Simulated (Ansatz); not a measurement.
Mg$_{2}$C (anti-fluorite, Fm-3m), the program Ansatz at the PBEsol level (PAW): ε∞ = 8.88, cell volume 39.88 Å³. Infrared-active transverse modes:

| ω_TO (cm⁻¹) | oscillator strength S_xx (e²/amu) |
|---|---|
| 404.1 | 1.059 |

Compute the static dielectric constant.

Each mode adds (4.921e7/V) S/ω²: 8.00. So ε0 = 16.9.

What LO frequency does the Lyddane–Sachs–Teller relation give?

ω_LO = ω_TO √(ε0/ε∞) = 557 cm⁻¹.

The cell is a constructed one: a structure type filled with these elements; neither database checked (COD, Materials Project) lists it. Its standing as an ambient phase is unchecked. The cell was relaxed with PBEsol under the symmetry of its start; phonons on a q-mesh show no instability.

Potentials: the later of the program's two PAW sets.
